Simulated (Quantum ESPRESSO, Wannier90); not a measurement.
**AlGaAs2 (R3m), plane waves to Wannier functions**

Materials Project entry mp-1228891; symmetrised, unrelaxed at this level. Not found in the COD (Crystallography Open Database) copy used; not checked further. Level: PBEsol, spinors with spin-orbit coupling; pw.x of Quantum ESPRESSO at 68 Ry with PseudoDojo potentials, 4×4×4 k-points, Wannier90. Density: 10×10×10 mesh, Gaussian smearing 0.01 Ry.

On the energy scale of pw.x, whose zero is arbitrary, the valence-band maximum lies at 7.55 eV.

Input w.win:

```
num_bands = 52
num_wann = 32
exclude_bands = 1-30
spinors = true
num_iter = 1000
conv_tol = 1.0e-6
conv_window = 4
dis_num_iter = 1000
dis_conv_tol = 1.0e-6
dis_froz_max = 9.76
write_hr = true
write_u_matrices = true
begin projections
Al: s;p
Ga: s;p
As: s;p
end projections
begin unit_cell_cart
ang
   -2.0056599951    3.4739050142    0.0000000000
   -4.0113199902    0.0000000000    0.0000000000
   -2.0056599951    1.1579683381    6.5458770000
end unit_cell_cart
begin atoms_frac
Al   0.0002400000  0.0002400000 -0.0007200000
Ga   0.4998630000  0.4998630000 -0.4995890000
As  -0.1248430000 -0.1248430000  0.3745290000
As   0.3747230000  0.3747230000 -0.1241690000
end atoms_frac
mp_grid = 4 4 4
begin kpoints
0.0000000000 0.0000000000 0.0000000000
0.0000000000 0.0000000000 0.2500000000
0.0000000000 0.0000000000 0.5000000000
... (61 more lines: the 4x4x4 mesh through Gamma)
end kpoints
```

Input of pw2wannier90.x that gives the overlap and projection files (equivalent; here they were cut from one run over all bands):

```
&inputpp
  outdir = './out'
  prefix = 'pwscf'
  seedname = 'w'
  write_amn = .true.
  write_mmn = .true.
/
```

Output w.wout (banner and timings cut):

```
                                    ------
                                    SYSTEM
                                    ------

                              Lattice Vectors (Ang)
                    a_1    -2.005660   3.473905   0.000000
                    a_2    -4.011320   0.000000   0.000000
                    a_3    -2.005660   1.157968   6.545877

                   Unit Cell Volume:      91.21643  (Ang^3)

                        Reciprocal-Space Vectors (Ang^-1)
                    b_1     0.000000   1.808681  -0.319956
                    b_2    -1.566364  -0.904340  -0.319956
                    b_3     0.000000   0.000000   0.959869

 *----------------------------------------------------------------------------*
 |   Site       Fractional Coordinate          Cartesian Coordinate (Ang)     |
 +----------------------------------------------------------------------------+
 | al   1   0.00024   0.00024  -0.00072   |    0.00000  -0.00000  -0.00471    |
 | ga   1   0.49986   0.49986  -0.49959   |   -2.00566   1.15797  -3.27025    |
 | as   1  -0.12484  -0.12484   0.37453   |   -0.00000   0.00000   2.45162    |
 | as   2   0.37472   0.37472  -0.12417   |   -2.00566   1.15797  -0.81280    |
 *----------------------------------------------------------------------------*
                                ------------
                                K-POINT GRID
                                ------------

             Grid size =  4 x  4 x  4      Total points =   64

 *---------------------------------- MAIN ------------------------------------*
 |  Number of Wannier Functions               :                32             |
 |  Number of Objective Wannier Functions     :                32             |
 |  Number of input Bloch states              :                52             |
 |  Output verbosity (1=low, 5=high)          :                 1             |
 |  Timing Level (1=low, 5=high)              :                 1             |
 |  Optimisation (0=memory, 3=speed)          :                 3             |
 |  Length Unit                               :               Ang             |
 |  Post-processing setup (write *.nnkp)      :                 F             |
 |  Using Gamma-only branch of algorithms     :                 F             |
 *----------------------------------------------------------------------------*
 *------------------------------- WANNIERISE ---------------------------------*
 |  Total number of iterations                :              1000             |
 |  Number of CG steps before reset           :                 5             |
 |  Trial step length for line search         :             2.000             |
 |  Convergence tolerence                     :         0.100E-05             |
 |  Convergence window                        :                 4             |
 |  Iterations between writing output         :                 1             |
 |  Iterations between backing up to disk     :               100             |
 |  Write r^2_nm to file                      :                 F             |
 |  Write xyz WF centres to file              :                 F             |
 |  Write on-site energies <0n|H|0n> to file  :                 F             |
 |  Use guiding centre to control phases      :                 F             |
 |  Use phases for initial projections        :                 F             |
 *----------------------------------------------------------------------------*
 *------------------------------- DISENTANGLE --------------------------------*
 |  Using band disentanglement                :                 T             |
 |  Total number of iterations                :              1000             |
 |  Mixing ratio                              :             0.500             |
 |  Convergence tolerence                     :         1.000E-06             |
 |  Convergence window                        :                 3             |
 *----------------------------------------------------------------------------*
 *-------------------------------- PLOTTING ----------------------------------*
 |  Plotting Hamiltonian in WF basis          :                 T             |
 *----------------------------------------------------------------------------*

 *---------------------------------- K-MESH ----------------------------------*
 +----------------------------------------------------------------------------+
 |                    Distance to Nearest-Neighbour Shells                    |
 |                    ------------------------------------                    |
 |          Shell             Distance (Ang^-1)          Multiplicity         |
 |          -----             -----------------          ------------         |
 |             1                   0.239967                      2            |
 |             2                   0.459191                      6            |
 |             3                   0.479636                      6            |
 |             4                   0.479935                      2            |
 |             5                   0.553922                      6            |
 |             6                   0.603667                      6            |
 |             7                   0.719703                      6            |
 |             8                   0.719902                      2            |
       ... (lines left out)
 +----------------------------------------------------------------------------+
 | The b-vectors are chosen automatically                                     |
 | The following shells are used:                       1,  2                 |
 +----------------------------------------------------------------------------+
 |                        Shell   # Nearest-Neighbours                        |
 |                        -----   --------------------                        |
 |                          1               2                                 |
 |                          2               6                                 |
 +----------------------------------------------------------------------------+
 | Completeness relation is fully satisfied [Eq. (B1), PRB 56, 12847 (1997)]  |
 +----------------------------------------------------------------------------+
 |                  b_k Vectors (Ang^-1) and Weights (Ang^2)                  |
 |                  ----------------------------------------                  |
 |            No.         b_k(x)      b_k(y)      b_k(z)        w_b           |
 |            ---        --------------------------------     --------        |
 |             1         0.000000    0.000000    0.239967     8.139480        |
 |             2         0.000000    0.000000   -0.239967     8.139480        |
 |             3        -0.391591   -0.226085   -0.079989     1.630328        |
 |             4         0.000000    0.452170   -0.079989     1.630328        |
 |             5        -0.391591    0.226085    0.079989     1.630328        |
 |             6         0.391591    0.226085    0.079989     1.630328        |
 |             7         0.000000   -0.452170    0.079989     1.630328        |
 |             8         0.391591   -0.226085   -0.079989     1.630328        |
 +----------------------------------------------------------------------------+
 |                           b_k Directions (Ang^-1)                          |
 |                           -----------------------                          |
 |            No.           x           y           z                         |
 |            ---        --------------------------------                     |
 |             1         0.000000    0.000000    0.239967                     |
 |             2        -0.391591   -0.226085   -0.079989                     |
 |             3         0.000000    0.452170   -0.079989                     |
 |             4        -0.391591    0.226085    0.079989                     |
 +----------------------------------------------------------------------------+

 Starting a new Wannier90 calculation ...

 Reading overlaps from w.mmn

 Reading projections from w.amn

 *------------------------------- DISENTANGLE --------------------------------*
 +----------------------------------------------------------------------------+
 |                              Energy  Windows                               |
 |                              ---------------                               |
 |                   Outer:   -4.84694  to   23.73199  (eV)                   |
 |                   Inner:   -4.84694  to    9.76000  (eV)                   |
 +----------------------------------------------------------------------------+
   Number of target bands to extract:   32

                   Unitarised projection of Wannier functions
                   ------------------------------------------
   A_mn = <psi_m|g_n> --> S = A.A^+ --> U = S^-1/2.A
   In dis_project... done
   Using an inner window (linner = T)
   In dis_proj_froz... done

                   Extraction of optimally-connected subspace
                   ------------------------------------------
 +---------------------------------------------------------------------+<-- DIS
 |  Iter     Omega_I(i-1)      Omega_I(i)      Delta (frac.)           |<-- DIS
 +---------------------------------------------------------------------+<-- DIS
       1      57.44152924      51.76583630       1.096E-01    <-- DIS
       2      52.31920295      49.91776331       4.811E-02    <-- DIS
       3      50.73750498      48.89819157       3.762E-02    <-- DIS
       4      49.48959366      48.18269071       2.712E-02    <-- DIS
       5      48.57340945      47.65362171       1.930E-02    <-- DIS
       6      47.90408240      47.24912465       1.386E-02    <-- DIS
       ... (lines left out)
     101      44.94697928      44.94671368       5.909E-06    <-- DIS
       ... (lines left out)
     143      44.94550169      44.94545698       9.949E-07    <-- DIS
     144      44.94549384      44.94545078       9.581E-07    <-- DIS
     145      44.94548641      44.94544493       9.229E-07    <-- DIS

             <<<      Delta < 1.000E-06  over  3 iterations     >>>
             <<< Disentanglement convergence criteria satisfied >>>

        Final Omega_I    44.94544493 (Ang^2)

 +----------------------------------------------------------------------------+

 Writing checkpoint file w.chk... done

 *------------------------------- WANNIERISE ---------------------------------*
 +--------------------------------------------------------------------+<-- CONV
 | Iter  Delta Spread     RMS Gradient      Spread (Ang^2)            |<-- CONV
 +--------------------------------------------------------------------+<-- CONV

 ------------------------------------------------------------------------------
 Initial State
  WF centre and spread    1  ( -0.000002,  0.000001, -0.024838 )     2.27372619
  WF centre and spread    2  ( -0.000002,  0.000001, -0.024838 )     2.27372381
  WF centre and spread    3  (  0.000001,  0.000000, -0.461542 )     2.61517396
  WF centre and spread    4  (  0.000000,  0.000001, -0.461537 )     2.61516512
  WF centre and spread    5  (  0.000001, -0.325294,  0.173285 )     2.56742139
  WF centre and spread    6  (  0.000003, -0.325294,  0.173281 )     2.56742135
  WF centre and spread    7  (  0.000000,  0.337978,  0.173732 )     2.56727538
  WF centre and spread    8  (  0.000001,  0.337978,  0.173735 )     2.56727372
  WF centre and spread    9  ( -2.005639,  1.157956, -3.270110 )     1.97901872
  WF centre and spread   10  ( -2.005639,  1.157956, -3.270110 )     1.97901796
  WF centre and spread   11  ( -2.005658,  1.157972, -3.528335 )     2.66405812
  WF centre and spread   12  ( -2.005663,  1.157974, -3.528331 )     2.66405181
  WF centre and spread   13  ( -2.005681,  0.968305, -3.227372 )     2.50303589
  WF centre and spread   14  ( -2.005680,  0.968305, -3.227375 )     2.50303805
  WF centre and spread   15  ( -2.005659,  1.355580, -3.227331 )     2.50311209
  WF centre and spread   16  ( -2.005659,  1.355581, -3.227329 )     2.50311083
  WF centre and spread   17  ( -0.000019,  0.000011,  2.460621 )     1.43374968
  WF centre and spread   18  ( -0.000019,  0.000011,  2.460621 )     1.43374807
  WF centre and spread   19  ( -0.000001, -0.000001,  2.528533 )     2.13604752
  WF centre and spread   20  (  0.000001, -0.000002,  2.528538 )     2.13603699
  WF centre and spread   21  (  0.000017,  0.142102,  2.377480 )     1.87034852
  WF centre and spread   22  (  0.000017,  0.142102,  2.377479 )     1.87034804
  WF centre and spread   23  ( -0.000001, -0.146660,  2.377465 )     1.87037468
  WF centre and spread   24  ( -0.000000, -0.146659,  2.377466 )     1.87037520
  WF centre and spread   25  ( -2.005641,  1.157957, -0.821994 )     1.46085523
  WF centre and spread   26  ( -2.005641,  1.157957, -0.821994 )     1.46085405
  WF centre and spread   27  ( -2.005660,  1.157966, -0.625078 )     2.08014147
  WF centre and spread   28  ( -2.005658,  1.157965, -0.625075 )     2.08013540
  WF centre and spread   29  ( -2.005678,  1.217683, -0.844624 )     2.07090331
  WF centre and spread   30  ( -2.005677,  1.217683, -0.844624 )     2.07090266
  WF centre and spread   31  ( -2.005659,  1.096096, -0.844615 )     2.07091435
  WF centre and spread   32  ( -2.005659,  1.096098, -0.844615 )     2.07091522
  Sum of centres and spreads (-32.090552, 18.555310,-13.569430 )    69.33227478

      0     0.693E+02     0.0000000000       69.3322747757  <-- CONV
        O_D=      0.2049451 O_OD=     24.1818848 O_TOT=     69.3322748 <-- SPRD
 ------------------------------------------------------------------------------
      1    -0.988E+00     1.0855644716       68.3443692799  <-- CONV
        O_D=      0.2020570 O_OD=     23.1968673 O_TOT=     68.3443693 <-- SPRD
      2    -0.934E+00     1.3194530846       67.4104067327  <-- CONV
        O_D=      0.2063063 O_OD=     22.2586555 O_TOT=     67.4104067 <-- SPRD
      3    -0.380E+00     0.9146014094       67.0300101861  <-- CONV
        O_D=      0.2025908 O_OD=     21.8819744 O_TOT=     67.0300102 <-- SPRD
      4    -0.266E+00     0.6756670363       66.7636098416  <-- CONV
        O_D=      0.2000699 O_OD=     21.6180950 O_TOT=     66.7636098 <-- SPRD
      5    -0.368E+00     0.6579490061       66.3958787924  <-- CONV
        O_D=      0.2052928 O_OD=     21.2451410 O_TOT=     66.3958788 <-- SPRD
       ... (lines left out)
    100    -0.181E-01     0.1820232516       53.0927562154  <-- CONV
        O_D=      0.0875809 O_OD=      8.0597304 O_TOT=     53.0927562 <-- SPRD
       ... (lines left out)
    200    -0.168E-03     0.0163312648       51.8304234847  <-- CONV
        O_D=      0.0874434 O_OD=      6.7975351 O_TOT=     51.8304235 <-- SPRD
       ... (lines left out)
    284    -0.637E-06     0.0009949155       51.8276963019  <-- CONV
        O_D=      0.0874854 O_OD=      6.7947660 O_TOT=     51.8276963 <-- SPRD
    285    -0.627E-06     0.0009991401       51.8276956749  <-- CONV
        O_D=      0.0874834 O_OD=      6.7947674 O_TOT=     51.8276957 <-- SPRD
    286    -0.826E-06     0.0010817646       51.8276948487  <-- CONV
        O_D=      0.0874810 O_OD=      6.7947689 O_TOT=     51.8276948 <-- SPRD
             <<<     Delta < 1.000E-06  over  4 iterations     >>>
             <<< Wannierisation convergence criteria satisfied >>>
 Final State
  WF centre and spread    1  ( -0.816728, -0.471543,  0.283641 )     1.76832807
  WF centre and spread    2  ( -0.816725, -0.471543,  0.283641 )     1.76832817
  WF centre and spread    3  ( -0.000000,  0.000002, -0.995030 )     1.75264678
  WF centre and spread    4  ( -0.000001,  0.000004, -0.995027 )     1.75264114
  WF centre and spread    5  (  0.816730, -0.471538,  0.283642 )     1.76832511
  WF centre and spread    6  (  0.816729, -0.471537,  0.283640 )     1.76832544
  WF centre and spread    7  ( -0.000004,  0.943077,  0.283644 )     1.76832902
  WF centre and spread    8  ( -0.000003,  0.943075,  0.283648 )     1.76832482
  WF centre and spread    9  ( -1.353346,  0.781352, -3.059781 )     1.80110061
  WF centre and spread   10  ( -1.353346,  0.781352, -3.059787 )     1.80110225
  WF centre and spread   11  ( -2.005657,  1.157976, -4.067951 )     1.77937207
  WF centre and spread   12  ( -2.005664,  1.157979, -4.067950 )     1.77936686
  WF centre and spread   13  ( -2.657977,  0.781354, -3.059782 )     1.80109574
  WF centre and spread   14  ( -2.657974,  0.781353, -3.059780 )     1.80109578
  WF centre and spread   15  ( -2.005658,  1.911198, -3.059773 )     1.80108477
  WF centre and spread   16  ( -2.005656,  1.911197, -3.059769 )     1.80108164
  WF centre and spread   17  ( -0.529105,  0.305478,  2.225180 )     1.42742685
  WF centre and spread   18  ( -0.529106,  0.305479,  2.225185 )     1.42742694
  WF centre and spread   19  ( -0.000008, -0.000002,  3.078228 )     1.45464678
  WF centre and spread   20  ( -0.000003, -0.000004,  3.078230 )     1.45464502
  WF centre and spread   21  (  0.529109,  0.305481,  2.225193 )     1.42743205
  WF centre and spread   22  (  0.529109,  0.305482,  2.225191 )     1.42742970
  WF centre and spread   23  (  0.000005, -0.610956,  2.225182 )     1.42738775
  WF centre and spread   24  (  0.000004, -0.610955,  2.225182 )     1.42738747
  WF centre and spread   25  ( -1.495289,  1.454068, -0.995334 )     1.48748740
  WF centre and spread   26  ( -1.495302,  1.454093, -0.995335 )     1.48748552
  WF centre and spread   27  ( -2.005635,  1.157961, -0.156002 )     1.47420789
  WF centre and spread   28  ( -2.005630,  1.157959, -0.156001 )     1.47420653
  WF centre and spread   29  ( -2.517284,  1.451921, -0.995290 )     1.48749033
  WF centre and spread   30  ( -2.517298,  1.451899, -0.995284 )     1.48748993
  WF centre and spread   31  ( -2.004435,  0.567919, -0.995322 )     1.48749747
  WF centre and spread   32  ( -2.004409,  0.567920, -0.995324 )     1.48749895
  Sum of centres and spreads (-32.090557, 18.527501,-13.559095 )    51.82769485

         Spreads (Ang^2)       Omega I      =    44.945444929
        ================       Omega D      =     0.087480992
                               Omega OD     =     6.794768928
    Final Spread (Ang^2)       Omega Total  =    51.827694849
```
